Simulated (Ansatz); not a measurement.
Te$_{2}$Mo:
```yaml
crystal:
  lattice:
    - [3.35483, 0.00000, 0.00000]
    - [0.00000, 6.26935, 0.00000]
    - [0.00000, 0.00000, 34.00000]
  atoms:
    - { symbol: Te, position: [0.75000, 0.06805, 0.45664] }
    - { symbol: Te, position: [0.25000, 0.57757, 0.43984] }
    - { symbol: Mo, position: [0.75000, 0.68208, 0.49750] }
    - { symbol: Te, position: [0.25000, 0.93195, 0.54336] }
    - { symbol: Te, position: [0.75000, 0.42243, 0.56016] }
    - { symbol: Mo, position: [0.25000, 0.31792, 0.50250] }
```
The layer is periodic in x and y and isolated along z.

Relaxed with LDA.

Task: All from LDA (plane waves, PAW; program Ansatz), unless another level is named. Give the electronic character.

Result: metallic.

Task: What about the work function?

Result: 4.68 eV.

Space group P2_1/m (1T′). A layer that has been made, often on a substrate. The cell was relaxed with LDA under the symmetry of its start; whether a distortion lowers the energy is not shown. The run is not spin-polarised. Scalar-relativistic: spin–orbit coupling is off unless named, which matters more the heavier the elements.

Potentials: the later of the program's two PAW sets.
